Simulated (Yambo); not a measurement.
AlN (wurtzite, space group P6_3mc, No. 186); a = 3.082 Å, b = 3.082 Å, c = 4.933 Å, α = 90.00°, β = 90.00°, γ = 120.00°. With the G0W0 scissor the direct gap on the mesh is 6.05 eV. Axes are Cartesian, with cell vectors (Å) (3.08, 0.00, 0.00), (-1.54, 2.67, 0.00), (0.00, 0.00, 4.93).

Question: Can the lowest exciton of this BSE run be trusted, and with what binding energy? (Yambo, LDA bands; 9×9×6 mesh, 5 valence and 3 conduction bands, static screening with 23 bands and a 4 Ry block, scissor 1.56 eV, Tamm-Dancoff.)

Answer: No. The lowest state covers only about 1 of the 486 k points, so the mesh doesn't resolve it: its energy and its distance from the direct gap are mesh artefacts. An extended exciton needs a far denser mesh. The scissor comes from a G0W0 run whose convergence isn't established. 

Geometry relaxed with LDA.
